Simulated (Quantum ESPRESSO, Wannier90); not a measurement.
Tight-binding from DFT: LiBr (rock salt)

```
begin unit_cell_cart
ang
    0.0000000000    2.7226900000    2.7226900000
    2.7226900000    0.0000000000    2.7226900000
    2.7226900000    2.7226900000    0.0000000000
end unit_cell_cart
begin atoms_frac
Li   0.0000000000  0.0000000000  0.0000000000
Br   0.5000000000  0.5000000000  0.5000000000
end atoms_frac
```

Cell from Materials Project (mp-23259), symmetrised, no further relaxation. COD (Crystallography Open Database) has an entry of this formula and space group (matched by these alone). Method: PBEsol plane waves in Quantum ESPRESSO 7.5 (PseudoDojo norm-conserving files, 60 Ry, no spin polarisation, no spin-orbit coupling), Bloch states on a 10×10×10 mesh through Γ, Wannier90 4.0.1. Density: 10×10×10 mesh, cold smearing 0.01 Ry. Spin-orbit coupling, left out, would split the p-like bands by a few tenths of an eV.

Bands 2-5 form an isolated set from -13.57 to 0.00 eV relative to the valence-band maximum (on the path) and are turned into 4 Wannier functions by minimising the spread from the start: sp3 on Br.

Centres (Cartesian, Å; one of the equivalent choices) and spreads:

```csv
n,x,y,z,spread (Å²),nearest atom
1,3.005,3.005,3.005,1.319,Br2
2,3.005,2.440,2.440,1.319,Br2
3,2.440,3.005,2.440,1.319,Br2
4,2.440,2.440,3.005,1.319,Br2
```

Ω_I = 4.32 Å², Ω_total = 5.28 Å²; the interpolated bands follow pw.x to 0.1 meV rms on the path. It is the lowest total spread that any start reached here.
